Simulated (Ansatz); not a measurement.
## Hf2Pd2Se2Br2O3 and the effect of the Hubbard U on Hf d, Pd d

```
Hf Pd Se Br O
1.0
     7.58666   -1.70971   -1.17576
     7.58666    1.70971   -1.17576
    -2.02446    0.00000   13.05155
Hf Pd Se Br O
2 2 2 2 3
Direct
  0.94514 0.94514 0.06144
  0.60628 0.60628 0.28309
  0.17920 0.17920 0.50964
  0.32286 0.32286 0.74307
  0.92232 0.92232 0.84566
  0.78991 0.78991 0.58800
  0.58645 0.58645 0.04520
  0.24604 0.24604 0.28651
  0.59701 0.59701 0.42127
  0.38554 0.38554 0.07302
  0.03094 0.03094 0.22169
```

The cell comes from a database or a generator and needn't be the stable form of this composition.

Kept alike: task projected density of states; functional PBE; k mesh 8 × 8 × 2; occupations fermi-dirac, width 0.05 eV; no spin polarisation. Program: Ansatz, Ansatz PAW, cutoff 420 eV. The mesh is that of the run's cell of 11 atoms. No spin-orbit coupling.

| Hubbard U on Hf d, Pd d, U (eV) | band gap (eV) | pressure (GPa) |
| --- | --- | --- |
| 2 | 1.063 | 0.62 |
| 4 | 1.202 | 1.33 |
| 6 | 1.270 | 2.11 |
| 8 | 1.286 | 2.97 |

Pressure is positive in compression, with a Pulay correction for the finite cutoff. U acts here on a shell without spin polarisation. Spin-orbit coupling, left out here, moves the band edges of heavy atoms and can close or invert small gaps. How U acts hangs on the program's projectors. A gap read on the mesh alone can miss an edge between its points. U is the effective U - J on orthogonalised atomic projectors. Double counting: fully localised limit (the default).

The band gap rises from 1.063 to 1.286 eV between 2 and 8 eV. U pushes filled shell states down and empty ones up. The mean slope is +0.04 eV per eV of U. The pressure rises from 0.62 to 2.97 GPa between 2 and 8 eV. U localises the shell and weakens its bonds, so the cell pushes outwards.
